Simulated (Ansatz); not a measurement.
Hg (diamond type) under strong compression

```
Hg
1.0
     0.00000    3.22051    3.22051
     3.22051    0.00000    3.22051
     3.22051    3.22051    0.00000
Hg
2
Direct
  0.87500 0.87500 0.87500
  0.12500 0.12500 0.12500
```

The cell comes from a relaxation on PAW files under the same functional, begun from a prototype that needn't be the stable phase.

Its volume is scaled at fixed shape and fractional positions.

Computed with Ansatz 0.2.0; functional LDA, scalar-relativistic. Settings: a Γ-centred 12×12×12 k mesh, Fermi–Dirac smearing of 0.1 eV, no spin polarisation. Methods: LAPW: all electrons, basis error target 1 meV/atom; PAW: frozen-core files, cutoff 420 eV; crystal datasets: all electrons, by PAW datasets that the program makes for each cell; norm-conserving: pseudopotentials, cutoff 816 eV; PAW (core large): files with a larger core, cutoff 420 eV.

Energies are extrapolated to zero smearing and count from the unscaled cell; pressure is positive in compression; gaps take the mesh and a band path. No temperature or zero-point motion is included.

Spin–orbit coupling is left out, which matters for the heavy atoms. The PAW files were made under PBE. The structure type is held throughout; the real material can change phase at far lower pressure.

```
V/V0  V (Å³/atom)  P LAPW (GPa)  ΔE LAPW (eV/atom)  P PAW − LAPW (GPa)  ΔE PAW − LAPW (meV/atom)
1.00        33.40          0.02              0.000               -0.01                       0.0
0.88        29.39          5.27              0.054               -0.02                      -0.2
0.78        26.05         15.28              0.256               -0.04                      -0.7
0.68        22.71          36.4              0.767               -0.09                      -2.1
0.58        19.37          82.3              1.941               -0.19                      -4.9
0.50        16.70             ?                  ?                   ?                         ?
0.43        14.36         291.8              7.066               -0.87                     -18.2
```

(1) Fit the Vinet equation to the LAPW pressures shown (residuals weighted by 1/(|P| + 0.03·Pmax)), and predict the pressure of the withheld row.

(2) At the smallest volume, how far do crystal datasets and norm-conserving and PAW (core large) lie from LAPW in pressure?

Results:

(1) The fit gives V0 = 33.39 Å³/atom, B0 = 27.5 GPa and B0′ = 6.74. At 16.70 Å³/atom, x = (V/V0)^(1/3) = 0.7938, and P = 3·B0·(1 − x)/x²·exp[1.5·(B0′ − 1)·(1 − x)] = 159.2 GPa. The run itself gave 159.3 GPa (-0.1 % off) and ΔE = 3.882 eV/atom.

(2) crystal datasets: 0.00 GPa; norm-conserving: -0.76 GPa; PAW (core large): -1.99 GPa, on a LAPW pressure of 291.8 GPa.
